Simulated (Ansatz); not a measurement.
This cell of PbTe (rock salt) is off equilibrium:

```
CELL_PARAMETERS angstrom
      0.00000     3.21308     3.21308
      3.21308     0.00000     3.21308
      3.21308     3.21308     0.00000
ATOMIC_POSITIONS crystal
  Te 0.00000 0.00000 0.00000
  Pb 0.50000 0.50000 0.50000
```

All values below come from PBE (plane waves to 420 eV, PAW, scalar-relativistic; Ansatz, a quantum-chemistry and plane-wave program). k mesh 9×9×9 (Γ-centred), Fermi-Dirac smearing 0.05 eV. E stands for the smeared free energy. Compression counts positive. PbTe was relaxed with its symmetry unable to fall. Spin-orbit coupling is left out, though Pb and Te are heavy. The PAW data are Ansatz's earlier set.

### Question
What is the stress tensor (GPa)?

### Answer
```
   2.96     0.00     0.00
   0.00     2.96     0.00
   0.00     0.00     2.96
```
The pressure, a third of the trace, is 2.96 GPa.

### Question
It is the relaxed cell scaled evenly to V/V₀ = 0.936, atoms relaxed where free. What is its energy relative to the relaxed cell?

### Answer
19.7 meV/atom.

(A scan under strain: stresses follow from slopes of the energy per volume, elastic moduli from its curvatures.)
